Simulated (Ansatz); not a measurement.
A relaxed structure of GaN. Space group P6₃mc (No. 186), AFLOW prototype AB_hP12_186_a2b_a2b (B6, as in SiC). Calculation: r2SCAN (plane waves to 500 eV, PAW, scalar-relativistic; Ansatz, an electronic-structure program).

Space group P6₃mc (No. 186); a = 3.1814 Å, b = 3.1814 Å, c = 15.5722 Å, α = 90.00°, β = 90.00°, γ = 120.00°

| atom | site | symmetry | x | y | z |
|---|---|---|---|---|---|
| Ga | 2a | 3m. | 0.0000 | 0.0000 | 0.4998 |
| Ga | 2b | 3m. | 0.3333 | 0.6667 | 0.3333 |
| Ga | 2b | 3m. | 0.6667 | 0.3333 | 0.1666 |
| N | 2a | 3m. | 0.0000 | 0.0000 | 0.3746 |
| N | 2b | 3m. | 0.3333 | 0.6667 | 0.2081 |
| N | 2b | 3m. | 0.6667 | 0.3333 | 0.0414 |

| Item | Result |
|---|---|
| Volume per atom | 11.37 Å³ |
| Density | 6.11 g/cm³ |
| Band gap | 2.23 eV, direct at Γ (no spin-orbit coupling) |
| Shortest distances | Ga–N 1.95 Å; Ga–Ga 3.18 Å; N–N 3.18 Å |
| k-mesh | 10×10×2 |

Band energies at high-symmetry points (eV from the VBM; labels of this space group; no spin-orbit coupling), from −5 eV up to 7.2 eV:

```csv
point,energies
Γ,-2.33 -2.30 -1.03 -1.03 -0.81 -0.81 -0.77 -0.77 -0.29 -0.29 -0.27 -0.27 -0.01 0.00 0.00 2.23 3.81 3.98 4.90 5.09 5.14
M,-3.68 -3.55 -2.81 -2.62 -2.42 -2.40 -2.40 -1.85 -1.53 -1.52 -1.32 -1.01 4.21 4.56 5.16 5.30 6.04 6.38
K,-4.79 -4.79 -4.42 -3.82 -3.54 -3.54 -2.62 -2.62 -2.43 -1.87 -1.79 -1.79 6.14 6.14 6.27 7.07
A,-3.94 -3.94 -0.96 -0.96 -0.96 -0.96 -0.82 -0.82 -0.54 -0.54 -0.54 -0.54 -0.08 -0.08 -0.08 -0.08 2.88 2.88 4.64 4.64 5.11 5.11
L,-3.45 -3.45 -2.76 -2.76 -2.71 -2.71 -1.99 -1.99 -1.46 -1.46 -1.16 -1.16 4.26 4.26 5.64 5.64 5.83 5.83
H,-4.69 -4.69 -4.14 -4.14 -3.69 -3.69 -2.43 -2.43 -2.12 -2.12 -1.89 -1.89 6.26 6.26 6.61 6.61
```

No spin polarisation in the result.

The run could not lose the symmetry of its start.

The first start was generated by placing the elements on the sites of a structure type. A measured structure of GaN has the same space group, P6₃mc (No. 186); the sites were not compared with it.
